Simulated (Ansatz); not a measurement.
**Sb: computed property card**

Sb:
```xyz
1
Lattice="3.0719 0.0000 0.0000 0.0000 3.0719 0.0000 0.0000 0.0000 3.0719" Properties=species:S:1:pos:R:3 pbc="T T T"
Sb     0.0000     0.0000     0.0000
```

Space group Pm-3m (No. 221), simple cubic; conventional cell a = b = c = 3.0719 Å, α = β = γ = 90.00°.

Method: plane-wave PAW r²SCAN+D4 (Ansatz code). Geometry: relaxed at this level of theory. Other levels are named where they apply.

### Cell and energy

```yaml
volume_per_atom: 28.99 Å³
density: 6.97 g/cm³
```

### Electronic structure

```yaml
electronic_character: metallic (no gap)
Density of states at the Fermi level: 0.46 states/eV per atom (mean over ±0.08 eV)
```

### Mechanics

```yaml
Elastic constants (relaxed ions, GPa): C11 = 144, C12 = 21.1, C44 = 15.5
mechanical_stability: stable (all eigenvalues of C positive)
hill_bulk_and_shear_moduli: 62.0 and 27.9 GPa
Young's modulus: 72.9 GPa
Poisson's ratio: 0.30
debye_temperature_from_the_elastic_constants: 217 K
```

The first step of the workflow began from a Materials Project structure, measured or hypothetical; the Crystallography Open Database files this formula in space group No. 221, but the cells were not matched. It is not the phase usual at ambient conditions (space group No. 166). The r²SCAN+D4 relaxation kept the symmetry of its start; whether a distortion lowers the energy is not shown. As this level gives no gap, shear constants depend on the k-mesh and smearing (Fermi–Dirac, 0.1 eV here). Scalar-relativistic: spin–orbit coupling is off unless named, which matters more the heavier the elements.

Potentials: the later of the program's two PAW sets.
